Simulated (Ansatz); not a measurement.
Li, 9R: geometry optimisation

Level of theory: Ansatz, DFT, PBEsol, plane waves (420 eV) with PAW, scalar-relativistic. (PAW data from PBE, frozen cores regenerated.)

k-point mesh 12×12×12, Fermi-Dirac smearing 0.1 eV, no spin polarisation. Cell and atoms relax.

Starting structure:

```cif
data_structure
_symmetry_space_group_name_H-M 'P 1'
_symmetry_Int_Tables_number 1
_cell_length_a 7.7966
_cell_length_b 7.7966
_cell_length_c 7.7966
_cell_angle_alpha 22.941
_cell_angle_beta 22.941
_cell_angle_gamma 22.941
_cell_volume 63.19
loop_
_atom_site_label
_atom_site_type_symbol
_atom_site_fract_x
_atom_site_fract_y
_atom_site_fract_z
_atom_site_occupancy
Li1 Li 0.00000 0.00000 0.00000 1
Li2 Li 0.22200 0.22200 0.22200 1
Li3 Li 0.77800 0.77800 0.77800 1
```

Task: The pressure at the start is -0.5 GPa. By how much does the volume change?

Result: From 21.06 to 20.21 Å³ per atom, -4.0 %. The final cell has a = 3.064 Å, c = 22.370 Å (c/a = 7.300).

Task: How much energy does the relaxation gain?

Result: 1.5 meV per atom.
